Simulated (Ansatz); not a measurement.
The relaxed structure here is a generated cell of Al2Ru: the first start was made by placing the elements on the sites of a structure type, and the end was not matched to a known phase here, so it may be hypothetical.

One starting cell of Al2Ru (a generated trial cell of Al2Ru in the AFLOW prototype A2B_tI12_140_h_a (C16, as in Al2Cu)) was relaxed twice with Ansatz (plane waves, PAW, scalar-relativistic): with PBEsol at 420 eV and with PBE at 420 eV. The PBEsol result:

```cif
data_Al2Ru
_chemical_formula_sum 'Al2 Ru1'
_space_group_name_H-M_alt 'P 1'
_space_group_IT_number 1
_cell_length_a 4.18299
_cell_length_b 4.18299
_cell_length_c 2.83691
_cell_angle_alpha 90.000
_cell_angle_beta 90.000
_cell_angle_gamma 90.000
loop_
_space_group_symop_operation_xyz
  'x, y, z'
loop_
_atom_site_label
_atom_site_type_symbol
_atom_site_fract_x
_atom_site_fract_y
_atom_site_fract_z
_atom_site_occupancy
Al1 Al 0.50000 0.00000 0.00000 1
Al2 Al 0.00000 0.50000 0.00000 1
Ru1 Ru 0.00000 0.00000 0.50000 1
```

| quantity | PBEsol | PBE |
|---|---|---|
| space group | P4/mmm | P4/mmm |
| volume (Å³/atom) | 16.55 | [?] |
| a (Å) | 4.183 | [?] |
| c (Å) | 2.837 | [?] |
| gap (eV, no spin-orbit coupling) | 0.00 | [?] |
| highest phonon at the sampled q (cm⁻¹) | 430 | [?] |
| softest mode (cm⁻¹) | no imaginary mode | [?] |

Task: What does PBE give for the same quantities?

Result: 
- volume (Å³/atom), PBE: 16.96
- a (Å), PBE: 4.218
- c (Å), PBE: 2.860
- gap (eV, no spin-orbit coupling), PBE: 0.00
- highest phonon at the sampled q (cm⁻¹), PBE: 415
- softest mode (cm⁻¹), PBE: no imaginary mode

Both levels end in the same structure; PBE's volume is 2.5 % larger. Neither column is exact.

No spin polarisation in the result.

The run could not lose the symmetry of its start, so the end can be a saddle point.

Ansatz is an electronic-structure program.
